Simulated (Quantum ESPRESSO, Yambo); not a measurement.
For ZnCl2 (space group P4_2/nmc, No. 137), Yambo gives the independent-particle static dielectric constant along x as 3.69 on PBEsol bands and 3.07 after a scissor of 2.54 eV widens every gap (4×4×2 mesh, 119 bands, 3 Ry local-field block, 0.2 eV broadening). Axes are Cartesian, with cell vectors (Å) (3.68, 0.00, 0.00), (0.00, 3.68, 0.00), (0.00, 0.00, 10.75).

Task: A scissor keeps the position matrix elements. In a one-oscillator model, how does ε − 1 scale, and what mean transition energy do the two values imply?

Result: Each transition adds |r|²/E to ε − 1, so ε − 1 ∝ 1/(E0 + Δ). Then (3.07 − 1)/(3.69 − 1) = E0/(E0 + Δ) = 0.770, and E0 = Δ(ε' − 1)/(ε − ε') = 8.5 eV. The computed Im ε, weighted by 1/E up to 20 eV, has its mean at 8.9 eV; the smallest direct PBEsol gap is 3.67 eV. The scissor comes from a G0W0 run whose convergence isn't established. Convergence of the RPA response with its 4×4×2 mesh was not tested.

Bands from Quantum ESPRESSO.

Geometry relaxed with PBE+D3(BJ); primitive cell a = b = 3.679 Å, c = 10.747 Å, α = β = γ = 90.00°.
